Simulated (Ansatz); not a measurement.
Input and output for Tl: DFT, PBEsol, norm-conserving pseudopotentials, Ansatz's default files, scalar-relativistic (Ansatz 0.2.0).

The cell comes from a relaxation on PAW files under the same functional, begun from a database entry that needn't be the ground state.

Command: `ansatz run input.yaml --threads 1 --pin off --max-ram 3072MiB --backend cpu --events-out ev --progress --plain --runs-dir out` It took 15 s on 1 thread of Arm Neoverse V2, with other jobs on the host, peak memory 0.51 GiB.

```yaml
crystal:
  lattice:
    - [3.4593843562, 0.0, 0.0]
    - [-1.7296921781, 2.995914734, 0.0]
    - [0.0, 0.0, 5.5206385324]
  atoms:
    - { symbol: Tl, position: [0.3333333333, 0.6666666667, 0.25] }
    - { symbol: Tl, position: [0.6666666667, 0.3333333333, 0.75] }
kpoints:
  mp_grid: { grid: [17, 17, 9] }
scf:
  occupations: { method: fermi_dirac, width: 0.05 }
hamiltonian:
  xc: pbesol
  pseudopotentials: { kind: nc }
output:
  forces: true
  stress: true
  eigenvalues: true
```

Output:

```
Engine: ansatz 0.2.0
Pseudopotentials: kind: nc
Pseudopotential: Tl, nc, valence charge 13, recommended cutoff 843.552974 eV (normal), Tl.nc.azcp (PseudoDojo's, or run here from an input of PseudoDojo's: the run reads no file of this project's for it)
Functional definition: PBEsol
  exchange = pbesol_x
  correlation = pbesol_c
Crystal: 2 atoms, lattice volume = 57.216 Å³
Basis set: ecut = 843.552974 eV, 3177 PW (Γ), exchange–correlation on 72×72×108 points (8 copies of the dense FFT grid, shifted against one another)
Bands: 17, of which v1, the nominal top of the filled ones, is band 13 counted from 1 (12 counted from 0)
Symmetry: 24 space group operations
Space group: P63/mmc (ITA 194), of the structure as read, at distance tolerance 3.9e-5 Å
k-points: 165 of 2601
Non-local potential: Tl, projectors of the file, l = 0: 2, l = 1: 2, l = 2: 2
Initial density: superposition of atomic densities (chi_scale 0.1, normalization cell)
Initial wavefunctions: pseudopotential atomic-orbital guess
Functional: x = pbesol(κ = 0.804, μ = 0.12345679012345678), c = pbesol(β = 0.046)
SCF iter   1: F=—  HF=-3302.985855 eV  |F-HF|=—  |Δ(HF+E_count)|=         —  Δρ=1.47e-2  dr2=1.78e-1  ethr=3.10e-3  ⟨swp⟩=5.6  Hψ=13887  notcnv=0
preconditioner: auto → Kerker (q_TF=auto, 2.392 Å⁻¹)  [metal: Δε(μ)=0.068 eV  Ē_g=13.411 eV  σ=0.050 eV  W_gap=0.32  n_scr=22 (ndim 8)  ℏωp=25.0 eV  f_vac=0.000  D(μ)=0.96/eV (n_scr^D=2)]
SCF iter   2: F=—  HF=-3302.935314 eV  |F-HF|=—  |Δ(HF+E_count)|=   5.05e-2  Δρ=7.75e-3  dr2=5.39e-2  ethr=6.86e-4  ⟨swp⟩=1.9  Hψ=4638  notcnv=0
SCF iter   3: F=—  HF=-3302.918172 eV  |F-HF|=—  |Δ(HF+E_count)|=   1.71e-2  Δρ=2.35e-3  dr2=1.80e-3  ethr=2.07e-4  ⟨swp⟩=2.0  Hψ=5586  notcnv=0  defer=12
SCF iter   4: F=—  HF=-3302.918236 eV  |F-HF|=—  |Δ(HF+E_count)|=   6.33e-5  Δρ=7.85e-4  dr2=1.69e-4  ethr=6.91e-6  ⟨swp⟩=2.0  Hψ=5082  notcnv=0  defer=12
SCF iter   5: F=—  HF=-3302.918180 eV  |F-HF|=—  |Δ(HF+E_count)|=   5.55e-5  Δρ=8.14e-5  dr2=2.97e-6  ethr=6.51e-7  ⟨swp⟩=2.2  Hψ=4488  notcnv=0  defer=12
SCF iter   6: F=—  HF=-3302.918185 eV  |F-HF|=—  |Δ(HF+E_count)|=   5.16e-6  Δρ=1.38e-5  dr2=1.26e-7  ethr=1.14e-8  ⟨swp⟩=2.0  Hψ=3300  notcnv=0  defer=12
SCF iter   7: F=-3302.918185 eV  HF=-3302.918185 eV  |F-HF|=6.45e-10  |Δ(HF+E_count)|=   5.56e-8  Δρ=3.36e-6  dr2=5.49e-9  ethr=3.85e-10  ⟨swp⟩=6.4  Hψ=13210  notcnv=0
SCF 1 converged in 7 iterations: F = -3302.918185 eV  dr2 = 5.49e-9
SCF converged after 7 iterations
Free energy (F): -3302.918185 eV
Harris-Foulkes:  -3302.918185 eV  (|F-HF|=6.45e-10)
Internal energy: -3302.910349 eV  (E = F + TS)
E sigma→0 (E₀):  -3302.914267 eV
Entropy (-TS):   -0.007836 eV (-3.918 meV/atom)
Fermi energy:    10.597608 eV
--- Per-component energies (eV) ---
  E_band       = 22.193776
  E_kinetic    = 1705.056339
  E_local      = -1659.736880  (includes V_loc(G=0)·N_el)
  E_nonlocal   = -571.142640
  E_hartree    = 555.842651
  E_xc         = -1035.040471
  E_vxc        = -563.668290  (∫ρ·V_xc dr)
  E_ewald      = -2297.889349
  E_smearing   = -0.007836  (= −TS)
  E_closure    = -0.000000  (closes the sum)
  Σ components = -3302.918185   (vs F -3302.918185, Δ=0.00e0)
--- Forces (eV/Å), atoms counted from 1 ---
  atom   1  Tl     0.00000000    -0.00000000     0.00000000
  atom   2  Tl     0.00000000     0.00000000    -0.00000000
  max |Σ_I F_I| component: 2.31e-17 eV/Å
--- Stress (GPa, compression-positive) ---
        0.005337       0.000000       0.000000
        0.000000       0.005337       0.000000
        0.000000       0.000000       0.001889
  P = ⅓ Tr σ = 0.0042 GPa (0.042 kbar)
--- Band table (eV; the first three rows and the last of 165) ---
  k-point 0: bands = ["-1.1533", "-0.9184", "-0.8999", "-0.8999", "-0.8459", "-0.8459", "-0.7853", "-0.7853", "-0.4444", "-0.4444", "0.5475", "5.5077", "7.7508", "18.5667", "18.5667", "20.6241", "20.6241"]
  k-point 1: bands = ["-1.1443", "-0.9205", "-0.9140", "-0.9140", "-0.8533", "-0.8533", "-0.7592", "-0.7592", "-0.4488", "-0.4488", "0.6150", "4.9598", "8.4333", "18.6219", "18.6219", "20.5633", "20.5633"]
  k-point 2: bands = ["-1.1185", "-0.9346", "-0.9346", "-0.9304", "-0.8731", "-0.8731", "-0.7042", "-0.7042", "-0.4631", "-0.4631", "0.8218", "4.0236", "9.7728", "18.7838", "18.7838", "18.7900", "20.3822"]
  k-point 164: bands = ["-1.0792", "-1.0735", "-0.9013", "-0.8205", "-0.7546", "-0.7335", "-0.6671", "-0.6609", "-0.4381", "-0.4287", "6.3902", "6.5132", "9.5361", "9.7065", "10.7280", "11.3132", "17.9382"]
```

Spin–orbit coupling is left out, which matters for the heavy atoms. The norm-conserving files are those that the library serves for this functional.
